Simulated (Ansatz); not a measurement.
# Two states of CuSb$_{2}$O$_{4}$

```
CELL_PARAMETERS angstrom
0.00000 4.04163 0.00000
4.04163 0.00000 0.00000
2.02082 2.02082 -6.16919
ATOMIC_POSITIONS crystal
Cu 0.00000 0.00000 0.00000
O 0.50000 0.00000 0.00000
O 0.00000 0.50000 0.00000
Sb 0.35290 0.35290 0.29420
Sb 0.64710 0.64710 0.70580
O 0.75000 0.25000 0.50000
O 0.25000 0.75000 0.50000
```

The numbers come from plane-wave PAW DFT (Ansatz): r2SCAN, with U_eff = 4.52 eV on Cu d, U_eff = 5.28 eV on O p (all-electron-ortho-atomic projectors), 500 eV, 5×5×5 Γ-centred k points, fermi-dirac occupations (width 0.0153 eV). Nothing was relaxed.

State A: Cu1 up (collinear spin). State B: no moments (collinear spin).

**Question.** Which state is lower, and how do they differ?

**Answer.** State A is lower by 54.3 meV an atom at zero smearing.

| state | free energy (meV/atom) | largest moment in a small sphere (μB) | net moment (μB/cell) | gap on mesh (eV) | pressure (GPa) | largest force (eV/Å) |
| --- | --- | --- | --- | --- | --- | --- |
| A | 0.0 | 0.78 | 1.00 | 0.78 | -16.4 | 1.40 |
| B | 54.2 | 0.04 | 0.04 | metal | -16.8 | 1.52 |

Origin: a known structure type with other elements, at an estimated volume, so it need not be a known compound. Caveats: no spin-orbit coupling, which can shift this gap by tenths of an eV; atoms or cell far from equilibrium; an odd electron count with no moments left, so an order that this cell can't hold may lie lower; the k mesh is coarse if the cell is a metal.
